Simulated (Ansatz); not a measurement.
# Elastic constants of ScZn (Pm-3m), step by step

```xyz
2
Lattice="3.3014 0.0000 0.0000 0.0000 3.3014 0.0000 0.0000 0.0000 3.3014" Properties=species:S:1:pos:R:3 pbc="T T T"
Sc    0.0000    0.0000    0.0000
Zn    1.6507    1.6507    1.6507
```

Level of theory, where no other is named: PBEsol, all-electron LAPW in Ansatz 0.2.0, scalar-relativistic. k mesh 14×14×14, Fermi-Dirac smearing of 0.050 eV, basis error target 0.5 meV/atom. The cell was relaxed by PAW under this functional, which moved its volume by -4 % from the database entry's.

The cell is cubic and carries a residual pressure of -0.01 GPa at this level. Each strain component that symmetry leaves independent is applied at ±0.008, the ions relax wherever a strain frees them, and the stress (tension positive, GPa) is read. Shears are engineering strains, γ = 2ε.

| strain | size | σxx | σyy | σzz | σyz | σxz | σxy |
| --- | --- | --- | --- | --- | --- | --- | --- |
| xx | -0.008 | -0.9666 | -0.5214 | -0.5214 | 0.0000 | 0.0000 | 0.0000 |
| xx | +0.008 | 0.9405 | 0.5296 | 0.5296 | 0.0000 | 0.0000 | 0.0000 |
| yz | -0.008 | 0.0064 | 0.0081 | 0.0081 | -0.5911 | 0.0000 | 0.0000 |
| yz | +0.008 | 0.0064 | 0.0081 | 0.0081 | 0.5911 | 0.0000 | 0.0000 |

A central difference gives one constant, for example C11 ≈ (0.9405 − (-0.9666))/(0.016) = 119.2 GPa; the program then imposes the crystal's symmetry on the whole matrix.

(1) What are the independent elastic constants?

(2) Do they meet the Born conditions?

(3) What moduli does a random aggregate of grains have?

(4) With the density of 5.092 g/cm³, how fast does sound travel, and what Debye temperature follows?

(5) How far do the constants move if PAW replaces LAPW in the same cell?

(6) How far do the constants move if all-electron PAW (datasets made for the crystal) replaces LAPW in the same cell?

Answers

(1) C11 = 119.2, C12 = 65.7, C44 = 73.9 GPa.

(2) C11 − C12 = 53.5, C11 + 2C12 = 250.6 and C44 = 73.9 GPa must all be positive, so the crystal is elastically stable; that says nothing yet of its phonons.

(3) B = (C11 + 2C12)/3 = 83.5 GPa. G_V = (C11 − C12 + 3C44)/5 = 55.0 and G_R = 5(C11 − C12)C44/(4C44 + 3(C11 − C12)) = 43.3, so G_H = 49.2 GPa. Then E = 9BG/(3B + G) = 123.4 GPa, ν = (3B − 2G)/(6B + 2G) = 0.254 and B/G = 1.70, on the brittle side of Pugh's 1.75 (a rule of thumb).

(4) 

```csv
direction,slow (m/s),middle (m/s),fast (m/s)
[100],3809,3809,4838
[110],2292,3809,5715
[111],2888,2888,5979
```

The mean of v⁻³ over directions and branches gives v_m = 3384 m/s and θ_D = (ħ/k_B) v_m (6π²n)^(1/3) = 385 K, n being atoms per volume. Young's modulus spans 73 to 171 GPa over directions, and the universal anisotropy index is 1.35.

(5) 

| constant | LAPW (GPa) | PAW (GPa) | difference |
| --- | --- | --- | --- |
| C11 | 119.2 | 119.1 | -0.1 |
| C12 | 65.7 | 65.7 | 0.0 |
| C44 | 73.9 | 73.9 | 0.0 |

(6) 

| constant | LAPW (GPa) | all-electron PAW (datasets made for the crystal) (GPa) | difference |
| --- | --- | --- | --- |
| C11 | 119.2 | 119.2 | 0.0 |
| C12 | 65.7 | 65.7 | 0.0 |
| C44 | 73.9 | 73.9 | 0.0 |

Caveats: responses of metals move with mesh and smearing; the frozen-core PAW files of the compared runs were fitted under PBE, their cores solved anew for this functional.
